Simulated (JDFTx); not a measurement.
Reference run:

```json
{
  "surface": "Pb(110)",
  "bulk": "Pb, Fm-3m, lattice of mp-20483 (not re-optimised)",
  "slab": "5 atoms in 5 planes, 1x1, 7.1 Å between the outermost planes",
  "in-plane cell": "4.990 × 3.528 Å, 17.60 Å²",
  "cell_height": "23.1 Å",
  "sampling": "4×6×1 k mesh, Fermi smearing 0.01 Ha, no spin polarisation"
}
```

Reference level: PBE, GBRV ultrasoft potentials, plane waves to 20/100 Ha, in a modified build of JDFTx. Unrelaxed; liquid: linear PCM (GLSSA13), water, 1 M NaF. The electron chemical potential μ is absolute (zero in the bulk liquid) and is turned into a potential by U = −μ/e − 4.44 V vs SHE, a convention. LDA and PBEsol take their own potentials, PW91 and RPBE those of PBE; the lattice is kept.

```
functional  work function (eV)  U_pzc (V)  mean C below U_pzc (μF/cm²)  k states × plane waves  cycles, vacuum run  rough core time, vacuum run
----------  ------------------  ---------  ---------------------------  ----------------------  ------------------  ---------------------------
LDA                          ?          ?                18 over 0.5 V              12 × 11719                  61                       10 min
PBE                       3.68      -1.01                19 over 0.5 V              12 × 11719                  59                       30 min
PBEsol                    3.75      -0.92                19 over 0.5 V              12 × 11719                  60                       10 min
PW91                      3.73      -0.97                19 over 0.5 V              12 × 11719                  66                       10 min
RPBE                      3.54      -1.17                19 over 0.5 V              12 × 11719                  64                       10 min
```

Question: What belongs in the gaps?

Answer: 
- LDA, work function (eV): 3.98
- LDA, U_pzc (V): -0.69

Core times come from shared machines and are rough, one run each.
